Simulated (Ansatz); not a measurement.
input.yaml (Ansatz)

```yaml
crystal:
  lattice:
    - [-3.3787595401, 2.9603896279, 1.404620223]
    - [2.9603896279, -3.3787595401, 1.404620223]
    - [2.4551834146, 2.4551834146, -2.1708654833]
  atoms:
    - { symbol: Al, position: [0.9895142962, 0.0104857038, 0.0] }
    - { symbol: Al, position: [0.7604857038, 0.2395142962, 0.5] }
hamiltonian:
  xc: lda
  pseudopotentials:
    kind: paw
    azcp:
      Al: "pseudopotentials/Al.paw.azcp"
basis:
  ecutwfc: 420
  fft_grid_basis: typed
kpoints:
  mp_grid: { grid: [18, 18, 12], shift: [0, 0, 0] }
magnetization:
  spin_polarized: false
scf:
  occupations: { method: fermi_dirac, width: 0.1 }
  lower_state_search: "off"
output:
  stress: true
```

and its output:

```
Warning: the record states the generating functional pbe (its physics header spells it `PBE`), which answers neither for hamiltonian.xc's functional nor for the lda family's — results may be inconsistent (PPs are generated against a specific XC)
Engine: ansatz 0.2.0, aarch64-unknown-linux-gnu
Pseudopotentials: kind: paw
Pseudopotential: Al, paw, valence charge 3, recommended cutoff 420 eV (normal) 
Functional definition: SPW92
  exchange = slater_x
  correlation = pw_c
Crystal: 2 atoms, lattice volume = 37.965 Å³
Basis set: ecut = 420 eV, 743 PW (Γ)
Bands: 7, of which v1, the nominal top of the filled ones, is band 3 counted from 1 (2 counted from 0)
Symmetry: 4 space group operations
Space group: C2/c (ITA 15), of the structure as read, at distance tolerance 3.4e-5 Å
k-points: 1037 of 3888
Non-local potential: Al, projectors of the file, l = 0: 2, l = 1: 2, l = 2: 1
PAW form: soft (Blöchl's): semilocal exchange-correlation on the pseudo side does not see the compensation charge
PAW frozen core: Al, regenerated for the run's functional, and the local potential with it (the file was generated under x = pbe(κ = 0.804, μ = 0.2195149727645171), c = pbe(β = 0.06672455060314922))
PAW one-centre angular grid: Al, 110 points (default); XC on 64 Gauss nodes
Initial density: superposition of atomic densities (neutral atoms: chi_scale 0, normalization atom), corrected by the library's trained network
Initial wavefunctions: pseudopotential atomic-orbital guess
Functional: x = slater, c = lda
SCF iter   1: F=—  HF=-1025.496614 eV  |F-HF|=—  |Δ(HF+E_count)|=         —  Δρ=3.23e-3  dr2=4.12e-3  ethr=1.77e-3  ⟨swp⟩=5.1  Hψ=59269  notcnv=0
SCF iter   2: F=—  HF=-1025.495766 eV  |F-HF|=—  |Δ(HF+E_count)|=   8.48e-4  Δρ=1.98e-3  dr2=1.64e-3  ethr=6.87e-5  ⟨swp⟩=1.0  Hψ=15561  notcnv=0
SCF iter   3: F=—  HF=-1025.495154 eV  |F-HF|=—  |Δ(HF+E_count)|=   6.12e-4  Δρ=1.45e-4  dr2=2.20e-5  ethr=2.73e-5  ⟨swp⟩=2.0  Hψ=10371  notcnv=0
SCF iter   4: F=—  HF=-1025.495150 eV  |F-HF|=—  |Δ(HF+E_count)|=   3.26e-6  Δρ=9.83e-5  dr2=1.51e-5  ethr=3.67e-7  ⟨swp⟩=2.0  Hψ=9408  notcnv=0
iter 5 did not close the SCF: its close was put off for the readings that it lacked (scf_convergence_deferred on its scf_iter line)
SCF iter   5: F=-1025.495146 eV  HF=-1025.495146 eV  |F-HF|=2.21e-9  |Δ(HF+E_count)|=   4.82e-6  Δρ=4.64e-6  dr2=9.17e-9  ethr=2.51e-7  ⟨swp⟩=1.9  Hψ=9113  notcnv=0
SCF iter   6: F=-1025.495146 eV  HF=-1025.495146 eV  |F-HF|=1.73e-11  |Δ(HF+E_count)|=   6.60e-9  Δρ=8.28e-7  dr2=1.96e-10  ethr=1.53e-10  ⟨swp⟩=1.7  Hψ=22105  notcnv=0
SCF 1 converged in 6 iterations: F = -1025.495146 eV  dr2 = 1.96e-10
SCF converged after 6 iterations
Free energy (F): -1025.495146 eV
Harris-Foulkes:  -1025.495146 eV  (|F-HF|=1.73e-11)
Internal energy: -1025.466901 eV  (E = F + TS)
E sigma→0 (E₀):  -1025.481023 eV
Entropy (-TS):   -0.028244 eV (-14.122 meV/atom)
Fermi energy:    6.268810 eV
--- Per-component energies (eV) ---
  E_band       = 13.308013
  E_kinetic    = 42.589488
  E_local      = 11.385665  (includes V_loc(G=0)·N_el)
  E_nonlocal   = 22.011501
  E_hartree    = 0.852692
  E_xc         = -77.127300
  E_vxc        = -56.607872  (∫ρ·V_xc dr)
  E_paw        = -886.271247  (= ΣΔE_a)
  E_vpaw       = -7.776155  (= ΣTr[D̂ρ^β])
  E_aug_tail   = -0.000007  (compensation charges beyond the density's cutoff)
  E_ewald      = -139.019126
  E_core_change = 0.111433  (= ΣΔE_core)
  E_smearing   = -0.028244  (= −TS)
  E_closure    = 0.000000  (closes the sum)
  Σ components = -1025.495146   (vs F -1025.495146, Δ=0.00e0)
--- Stress (GPa, compression-positive) ---
       -6.868917       0.316828       0.025211
        0.316828      -6.868917       0.025211
        0.025211       0.025211      -6.698862
  P = ⅓ Tr σ = -6.8122 GPa (-68.122 kbar)
```
